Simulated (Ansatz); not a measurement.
**How W (Im-3m) stiffens under pressure**

```xyz
1
Lattice="-1.5676 1.5676 1.5676 1.5676 -1.5676 1.5676 1.5676 1.5676 -1.5676" Properties=species:S:1:pos:R:3 pbc="T T T"
W     0.0000    0.0000    0.0000
```

This is the zero-pressure cell. At each pressure cell and atoms are relaxed in this structure, and the constants are slopes of the stress at strains of ±0.005 with relaxed ions (the coefficients that govern stability under load). Level: LDA, PAW on Ansatz 0.2.0's default frozen-core files (fitted under PBE), scalar-relativistic; k mesh 24×24×24, strains of ±0.005, Fermi-Dirac smearing of 0.100 eV, cutoff 420 eV. P is the pressure of the relaxed cell, less that of this one.

```tsv
P (GPa)	V/V₀	C11 (GPa)	C12 (GPa)	C44 (GPa)
0.00	1.0000	571.4	217.4	152.5
0.98	0.9971	577.3	220.6	154.1
1.94	0.9943	583.0	223.7	155.7
3.99	0.9884	595.3	230.4	159.2
7.01	0.9802	613.1	240.1	164.1
10.00	?	?	?	?
14.99	0.9598	659.4	265.4	176.8
```

Question: Does the bulk modulus from the constants agree with the pressure-volume curve?

Answer: A third-order Birch-Murnaghan fit to the volumes shown (F against f, f = [(V₀/V)^(2/3) − 1]/2) gives B₀ = 335.3 GPa and B′ = 4.2. Its −V dP/dV stands beside (C11 + 2C12)/3:

```
P (GPa)  from P(V)  from the constants
   0.00      335.3               335.4
   0.98      339.4               339.5
   1.94      343.4               343.5
   3.99      351.9               352.0
   7.01      364.4               364.4
  14.99      396.8               396.8
```

Question: What are the pressure derivatives at zero pressure?

Answer: Slopes at V₀ of quadratic fits in −ln(V/V₀) through the first four rows shown, divided by B₀: dC11/dP = 6.0, dC12/dP = 3.3, dC44/dP = 1.7. The mean slopes up to 1.9 GPa are 6.0, 3.3, 1.7; curvature and scatter of the constants part the two. The combination (dC11/dP + 2 dC12/dP)/3 = 4.2 stands against B′.

Question: Fill the row at 10.00 GPa.

Answer: Cubic fits in −ln(V/V₀) through all rows shown give C11 = 630.7, C12 = 249.7, C44 = 169.0 GPa. Computed: V/V₀ = 0.9723, C11 (GPa) = 630.7, C12 (GPa) = 249.6, C44 (GPa) = 169.0.

Question: Does a shear stiffness soften?

Answer: C44 goes from 152.5 to 176.8 GPa; (C11 − C12)/2 goes from 177.0 to 197.0 GPa. Neither ends more than 3 % under its start, and the lattice stays mechanically stable over this range.

Caveats: no other phase was computed; many crystals of this kind change structure within this range, and rows or crossings beyond such a change describe a metastable lattice; frozen-core PAW files fitted under PBE, their cores solved anew for the functional of the run; responses of metals move with mesh and smearing; no spin-orbit coupling on heavy atoms; phonons weren't checked at these pressures.
